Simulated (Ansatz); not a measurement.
Consider the following.

TiTeAs:
```cif
data_As4Te4Ti4
_chemical_formula_sum 'Ti4 As4 Te4'
_space_group_name_H-M_alt 'Immm'
_space_group_IT_number 71
_space_group_name_Hall '-I 2 2'
_cell_length_a 3.59554
_cell_length_b 5.27016
_cell_length_c 12.85799
_cell_angle_alpha 90.000
_cell_angle_beta 90.000
_cell_angle_gamma 90.000
loop_
_atom_site_label
_atom_site_type_symbol
_atom_site_symmetry_multiplicity
_atom_site_Wyckoff_symbol
_atom_site_fract_x
_atom_site_fract_y
_atom_site_fract_z
_atom_site_occupancy
Ti1 Ti 4 j 0.50000 0.00000 0.11783 1
As1 As 4 g 0.00000 0.25223 0.00000 1
Te1 Te 4 i 0.00000 0.00000 0.28947 1
```
(The calculation used a cell of 6 atoms; values per cell refer to that cell.)

This is the r²SCAN-relaxed structure.

Question: All from DFT-r²SCAN in the program Ansatz with PAW potentials, unless another level is named. Predict the electronic character.

Answer: metallic (no gap).

Question: And the density of states at the Fermi level?

Answer: 0.11 states/eV per atom (mean over ±0.08 eV).

The workflow started from an entry of the Crystallography Open Database (COD, 153 K). Its standing as an ambient phase is unchecked. The cell was relaxed with r²SCAN under the symmetry of its start; whether a distortion lowers the energy is not shown. The run is not spin-polarised. Scalar-relativistic: spin–orbit coupling is off unless named, which matters more the heavier the elements.

Potentials: the later of the program's two PAW sets.
